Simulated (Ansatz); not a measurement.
Nb:
Space group Im-3m (No. 229); a = b = c = 3.309 Å, α = β = γ = 90.00°

```csv
atom,site,symmetry,x,y,z
Nb,2a,m-3m,0.0000,0.0000,0.0000
```
(The calculation used a cell of 1 atom; values per cell refer to that cell.)

Relaxed with DFT-PBE in the program Ansatz with PAW potentials. Indices refer to the conventional cell of Im-3m, a = 3.309 Å, b = 3.309 Å, c = 3.309 Å, α = 90.00°, β = 90.00°, γ = 90.00°.

Task: Simulate the powder diffraction pattern (Cu Kα, λ = 1.54184 Å; lines above 1 %) up to 2θ = 90°.

Result: Simulated powder pattern, Cu Kα, λ = 1.54184 Å (kinematic, ideal powder, no thermal factors, no anomalous dispersion; the 30 strongest lines at most, above 1 %, up to 2θ = 90°):

```json
[
 {"2θ (°)": "38.48", "d (Å)": "2.340", "I/Imax (%)": "100", "hkl": "(110)"},
 {"2θ (°)": "55.55", "d (Å)": "1.654", "I/Imax (%)": "17", "hkl": "(200)"},
 {"2θ (°)": "69.60", "d (Å)": "1.351", "I/Imax (%)": "33", "hkl": "(211)"},
 {"2θ (°)": "82.44", "d (Å)": "1.170", "I/Imax (%)": "11", "hkl": "(220)"}
]
```

The PBE relaxation kept the symmetry of its start. No spin polarisation was allowed.

Potentials: the earlier of the program's two PAW sets.
